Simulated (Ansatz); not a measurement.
# Ti2O: a phonon run with finite displacements of 0.01 Å in the cell itself

These are results of Ansatz, DFT PBEsol, scalar-relativistic, plane waves, PAW, not measurements.

Launched with:
```bash
ansatz run input.yaml --threads 1 --pin off --max-ram 3072MiB --backend cpu --events-out ev --progress --plain --runs-dir out
```

Input (bare energies are in eV):
```yaml
crystal:
  lattice:
    - [2.9533177977, 0.0, 0.0]
    - [-1.4766588989, 2.5576482383, 0.0]
    - [0.0, 0.0, 4.7292180358]
  atoms:
    - { symbol: Ti, position: [0.6666666667, 0.3333333333, 0.2620928277] }
    - { symbol: Ti, position: [0.3333333333, 0.6666666667, 0.7379071723] }
    - { symbol: O, position: [0.0, 0.0, 0.0] }
basis:
  ecutwfc: 420
kpoints:
  mp_grid: { grid: [18, 18, 10] }
hamiltonian:
  xc: pbesol
scf:
  occupations: { method: fermi_dirac, width: 0.15 }
output:
  eigenvalues: true
phonons:
  method: fd
  amplitude: 0.01
  supercell: [1, 1, 1]
  dielectric: false
```

From the output:
```
--- Phonons: 3 displaced members + reference (amplitude 0.01 Å, Σ member SCF iterations 20) ---
  symmetry images taken by strict's conditions (phonons.symmetry_images: auto; settled by no image being taken that strict refuses)
  ASR residual: 7.338e-4 → 0.000e0 eV/Å²; symmetrization residual: 1.257e-4 eV/Å²
  largest component of a force at the reference: 1.5e-6 eV/Å
  ASR residual per site (eV/Å²): 1.14e-4 1.14e-4 7.34e-4
  Γ frequencies (cm⁻¹): 0.00 0.00 0.00 159.37 159.37 298.21 443.79 443.79 503.62
  density of states and harmonic sums: on the 24×24×13 q-mesh, interpolated from the force constants of a 1×1×1 supercell (no non-analytic term)
  largest difference from the sums on the solved wave vectors: F 4.27e-1 eV, S 6.82e-4 and C_V 2.55e-4 eV/K
  zero-point energy: 0.146500 eV/cell skipped modes (ω ≤ 0): 55, of them read as no rigid motion or as one in doubt: 52 (4.167e-2 modes/cell left out, lowest -48.73 cm⁻¹) left out of the sums: 4.67e-3 of the cell's modes: C_V's ...
```

It took 2.5 min on 1 thread of Arm Neoverse V2, with other jobs on the host, peak memory 0.96 GiB.

Beside the reference run (Cutoff 420 eV, 18×18×10 k-points (Γ-centred), Fermi-Dirac smearing of 0.15 eV. No spin polarisation. Phonons by linear response, acoustic sum rule imposed.), the optical modes at Γ (cm⁻¹, by rank, not all listed, no LO field; i marks imaginary):
```csv
setting,mode 1,mode 3,mode 4,mode 6
reference run,159,298,444,504
finite displacements of 0.01 Å in the cell itself,159,298,444,504
```

In a metal, frequencies and elastic constants depend on the k mesh and the smearing, soft modes and shear constants most. Spin polarisation was left out, and a magnetic state may lie lower. A semilocal functional can close a gap that the real compound has.